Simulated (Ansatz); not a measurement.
# ZnPt, one cell by several methods

```xyz
2
Lattice="2.8640 0.0000 0.0000 0.0000 2.8640 0.0000 0.0000 0.0000 3.5100" Properties=species:S:1:pos:R:3 pbc="T T T"
Zn    1.4320    1.4320    1.7550
Pt    0.0000    0.0000    0.0000
```

Atom numbers follow the list: Zn1, Pt2.

The cell comes from COD entry 1522602, which wasn't checked; take it as a given geometry.

No spin–orbit coupling, which matters for the heavy atoms here.

Methods: DFT, PBEsol, PAW with Ansatz's default frozen-core files, scalar-relativistic (Ansatz 0.2.0); DFT, PBEsol, all-electron PAW with datasets made for the crystal, scalar-relativistic (Ansatz 0.2.0); DFT, PBEsol, all-electron LAPW, scalar-relativistic (Ansatz 0.2.0).

For PAW: a Γ-centred 11×11×9 k mesh, Fermi–Dirac smearing of 0.05 eV, cutoff 420 eV, no spin polarisation; the PAW files were made with PBE, and the program remakes their frozen cores for this functional. The crystal-made all-electron datasets (AE datasets) take a cutoff of 280 eV at this cell. LAPW targets a basis error of 0.25 meV/atom. The Ansatz runs share mesh, smearing and spin set-up. Plane-wave (PAW) pressures include the program's estimate of the Pulay term.

Stress and pressure are positive in compression.

Spin–orbit coupling is left out, which moves gradients at and beside heavy atoms by some per cent and at worst by a factor of two.

In a metal, gradients converge slowly with the k mesh: the values move by tens of per cent from one mesh to another, at times in sign, so only the comparison on one mesh counts.

Levels count from the Fermi level.

| quantity | PAW | AE datasets | LAPW |
| --- | --- | --- | --- |
| pressure (GPa) | -5.87 | -5.84 | -5.85 |
| highest filled level at Γ (eV) | -0.862 | -0.862 | -0.862 |
| lowest empty level at Γ (eV) | 2.486 | 2.484 | 2.485 |
| highest filled level at M (eV) | -0.344 | -0.345 | -0.345 |
| lowest empty level at M (eV) | 0.243 | 0.244 | 0.244 |
| field gradient Vzz at Zn1 (10²¹ V/m²) | -2.18 | -2.19 | – |
| field gradient Vzz at Pt2 (10²¹ V/m²) | 16.45 | 16.87 | – |

PAW's pressure differs from the LAPW value by -0.02 GPa.
